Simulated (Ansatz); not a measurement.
Starting cell, Ca (fcc, Cu type):

```
CELL_PARAMETERS angstrom
      0.00000     5.52650     5.52650
      2.76325     2.76325     5.52650
      2.76325     2.76325     0.00000
ATOMIC_POSITIONS crystal
  Ca 0.00000 0.00000 0.00000
  Ca 0.50000 0.00000 0.00000
```

A phonon eigenvector at X = (0.5, 0.5, 0.0) is frozen into this cell: atom i moves by Q times the vector below, so Q is the largest atomic displacement, in Å. The cell is held. It is one choice among 2 degenerate patterns. (q is in reciprocal vectors of the primitive cell; the cell shown is doubled to hold the pattern.)

```
atom      x       y      z
----  -----  ------  -----
Ca1   0.000   1.000  0.000
Ca2   0.000  -1.000  0.000
```

Computed with PBE (plane waves to 420 eV, PAW, scalar-relativistic; Ansatz, an electronic-structure program). k mesh 15×15×15 (Γ-centred), Fermi-Dirac smearing 0.05 eV. E stands for the smeared free energy. With partly filled bands, energies and forces of such displacements shift with the k mesh and the smearing. Ca was relaxed with its symmetry unable to fall. ΔE is measured from the undisplaced structure.

```
Q (Å)   ΔE (eV/cell)
------  ------------
-0.100           [?]
-0.083        0.0167
-0.067        0.0107
-0.050        0.0060
-0.033        0.0027
-0.017        0.0007
0.000         0.0000
0.017         0.0007
0.033         0.0027
0.050         0.0060
0.067         0.0107
0.083         0.0167
0.100            [?]
```

Question: What belongs in the gaps?

Answer: 
- -0.100, ΔE (eV/cell): 0.0241
- 0.100, ΔE (eV/cell): 0.0241

(A displaced cell: forces are minus the slopes of the energy, force constants its curvatures, and phonons follow from these.)
